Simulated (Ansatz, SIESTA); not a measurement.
Given: the input of a run of SIESTA 5.4.2 (ASE script) on Bi. 

Contents of run.py:

```python
from ase.io import read
from ase.calculators.siesta import Siesta
from ase.units import Ry, GPa
from ase.optimize import FIRE

atoms = read("Bi.xyz")

fdf = {
    'SCFMustConverge': False,
    'OccupationFunction': 'FD',
    'ElectronicTemperature': '0.05 eV',
    'Slab.DipoleCorrection': 'vacuum',
    'MaxSCFIterations': '120',
    'SCF.Mixer.Method': 'Pulay',
    'SCF.Mixer.Weight': '0.25',
    'SCF.Mixer.History': '8',
    'SCF.DM.Tolerance': '5.0e-05',
    'SCF.H.Tolerance': '1.0e-03 eV',
    'WriteForces': 'true',
    'Charge.Mulliken': 'end',
    'Charge.Hirshfeld': 'end',
    'Charge.Voronoi': 'end',
    'SaveRho': 'true',
    'SaveElectrostaticPotential': 'true',
    'PAO.Basis': ['Bi.1 4', 'n=6 0 2', '  5.784 0.000', 'n=6 1 2', '  8.130 0.000', 'n=5 2 2', '  3.882 0.000', 'n=6 2 1', '  8.130'],
}
calc = Siesta(
    label="Bi",
    command="siesta < PREFIX.fdf > PREFIX.out",
    pseudo_path="pseudos",
    pseudo_qualifier="",
    xc=('GGA', 'PBE'),
    basis_set="DZP",
    mesh_cutoff=500 * Ry,
    energy_shift=0.003 * Ry,
    kpts=[9, 9, 1],
    spin="non-polarized",
    fdf_arguments=fdf,
)
atoms.calc = calc

opt = FIRE(atoms, trajectory="relax.traj")
converged = opt.run(fmax=0.01, steps=40)
print("converged:", converged)
print("cell (A):", atoms.cell.cellpar().round(5))
print("scaled positions:")
print(atoms.get_scaled_positions().round(6))
print(f"energy = {atoms.get_potential_energy():.6f} eV")
free = atoms.get_potential_energy(force_consistent=True)
print(f"free energy = {free:.6f} eV")
print("forces (eV/A):")
print(atoms.get_forces(apply_constraint=False).round(6))
print("stress (GPa, Voigt order, tension positive):", (atoms.get_stress() / GPa).round(4))
```

File Bi.xyz:

```xyz
1
Lattice="3.3013800000 0.0000000000 0.0000000000 -1.6506900000 2.8590800000 0.0000000000 0.0000000000 0.0000000000 23.8000000000" Properties=species:S:1:pos:R:3 pbc="T T T"
Bi     0.0000000000      0.0000000000      7.0000560000
```

Potentials or basis: PseudoDojo 0.4 standard (PBE files), converted to PSML, two zetas on semicore shells, DZP (energy shift 0.003 Ry; two zetas on semicore shells).

Command:

```console
$ python run.py
```

Question: Translate it to Ansatz 0.2.0. Potentials or basis there: all-electron LAPW, scalar-relativistic.

Answer: As run (cutoffs and basis follow the program's own potentials, and thresholds, step limits or extra output files can differ):

File input.yaml:

```yaml
crystal:
  lattice:
    - [3.30138, 0.0, 0.0]
    - [-1.65069, 2.85908, 0.0]
    - [0.0, 0.0, 23.8]
  atoms:
    - { symbol: Bi, position: [0.0, 0.0, 0.29412] }
  periodic: [true, true, false]
kpoints:
  mp_grid: { grid: [9, 9, 1] }
scf:
  occupations: { method: fermi_dirac, width: 0.05 }
hamiltonian:
  xc: pbe
  pseudopotentials: { kind: all_electron, lapw: { basis_error: 0.002 } }
output:
  forces: true
  stress: true
relax:
  f_tol: 0.02
  max_steps: 60
```

Potentials or basis: all-electron LAPW, scalar-relativistic.

Command:

```console
$ ansatz run input.yaml --threads 2 --pin off --max-ram 8192MiB --backend cpu --events-out ev --progress --plain --runs-dir out
```

Both were run:

|  | SIESTA | Ansatz |
| --- | --- | --- |
| Work function | 4.37 eV | 4.39 eV |

Where Ansatz's input types no cutoff or centring, it takes its own default and a Γ-centred mesh.
